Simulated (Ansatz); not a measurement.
Formation energy of AlB2-type ScSi2

Computed with Ansatz (plane waves, PAW, 420 eV cutoff): PBE, scalar-relativistic, no spin polarisation, 10×10×10 k-mesh, Gaussian smearing of 0.05 eV; PAW files: Ansatz's generated set soft_2.

The Crystallography Open Database holds a cell of this formula and space group, from which this one stands far in volume, proportions or bonds. The database's entry of this formula in the relaxed cell's space group, P6/mmm, has axes of 3.662 × 3.662 × 3.879 Å and 15.02 Å³/atom (1994), the relaxed one 4.033 × 4.033 × 3.631 Å and 17.05.

Symmetry: P6/mmm, No. 191, hexagonal system. Conventional cell: a = 4.033 Å, b = 4.033 Å, c = 3.631 Å, α = 90.00°, β = 90.00°, γ = 120.00°. Around Sc (site symmetry 6/mmm) lie 12 Si at 2.95 Å. Si (site symmetry -6m2) is surrounded by 3 Si at 2.33 Å. (Shells end 15 % past the nearest neighbour.)

The elements were computed in their standard states with the same datasets, cutoff and functional. Absolute energies hang on the potentials; compare differences alone.

Energy of the relaxed cell (3 atoms, smearing extrapolated to zero): -3408.557 eV. Elements, in eV/atom: Sc -2135.809, Si -635.810.

What is the formation energy?

[-3408.557 − (1 × -2135.809 + 2 × -635.810)] / 3 = -0.38 eV/atom, or -36 kJ per mole of atoms.

The value is for 0 K, without zero-point energy. A negative value shows stability against the elements alone, not against other compounds or structures.

With 19 valence electrons in the calculation's cell and no magnetic order, the bands, two electrons each, can't all be full or empty: band theory demands a metal. (Only strong correlation, outside this picture, could make a Mott insulator of it.)

Spin polarisation wasn't tried.
